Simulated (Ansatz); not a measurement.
BaTi(BO$_{3}$)$_{2}$ (space group R-3)

```
CELL_PARAMETERS angstrom
      2.51128     1.44989     5.44575
     -2.51128     1.44989     5.44575
      0.00000    -2.89977     5.44575
ATOMIC_POSITIONS crystal
  Ba 0.00000 0.00000 0.00000
  Ti 0.50000 0.50000 0.50000
  B  0.23410 0.23410 0.23410
  B  0.76590 0.76590 0.76590
  O  0.34081 0.44334 0.92688
  O  0.65919 0.55666 0.07312
  O  0.92688 0.34081 0.44334
  O  0.07312 0.65919 0.55666
  O  0.44334 0.92688 0.34081
  O  0.55666 0.07312 0.65919
```

This relaxed cell (volume V₀) is scaled evenly in all directions, its shape held. The atoms relax within the cell's symmetry.

Computed with PBEsol (plane waves to 420 eV, PAW, scalar-relativistic; Ansatz, a program for electronic structure). k mesh 8×8×8 (Γ-centred), Fermi-Dirac smearing 0.05 eV. Stress and pressure are positive under compression. BaTi(BO3)2 is run without spin polarisation. BaTi(BO3)2 was relaxed with its symmetry unable to fall.

At one point of the scan the stress tensor (GPa) is:

```
  -10.8      0.0      0.0
    0.0    -10.8      0.0
    0.0      0.0     -5.4
```

Which point is it?
(A) V/V₀ = 1.160
(B) V/V₀ = 1.064
(C) V/V₀ = 1.096
(D) V/V₀ = 1.128

C, V/V₀ = 1.096

(Under strain, the slope of the energy per volume gives the stress and its curvature an elastic modulus.)
